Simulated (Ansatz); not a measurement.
Space group P-3m1 (No. 164). a = 3.805 Å, b = 3.805 Å, c = 6.351 Å, α = 90.00°, β = 90.00°, γ = 120.00°
| atom | site | symmetry | x | y | z |
| --- | --- | --- | --- | --- | --- |
| Mn | 2d | 3m. | 0.3333 | 0.6667 | 0.3857 |
| Zn | 1a | -3m. | 0.0000 | 0.0000 | 0.0000 |
| As | 2d | 3m. | 0.3333 | 0.6667 | 0.7570 |

Equation of state of this Mn2ZnAs2 structure (not necessarily the ground state), with shape and atoms relaxed at each volume where symmetry leaves them free. It has no gap at any of these volumes. The calculation used DFT PBEsol, scalar-relativistic, plane waves, PAW (Ansatz 0.2.0).

Settings: cutoff 420 eV, Γ-centred mesh 12×12×6 on the computed 5-atom cell, Gaussian smearing of 0.10 eV; collinear spin.

| V (Å³/atom) | E − E(largest V) (meV/atom) | P (GPa) |
| --- | --- | --- |
| 14.968 | 5.63 | 6.65 |
| 15.446 | -8.71 | 2.99 |
| 15.924 | -12.84 | 0.00 |
| 16.402 | -9.10 | -2.21 |
| 16.879 | 0.00 | -3.78 |

Problem. Fit a third-order Birch–Murnaghan equation to E(V).

Solution. V0 = 15.91 Å³/atom, B0 = 86 GPa, B0' = 9.4. B0' is unusual or poorly fixed by this range.

Only parallel moments were tried here.

Cost: 5 runs of about 24 core-minutes in all, on Arm Neoverse V1 (shared hosts).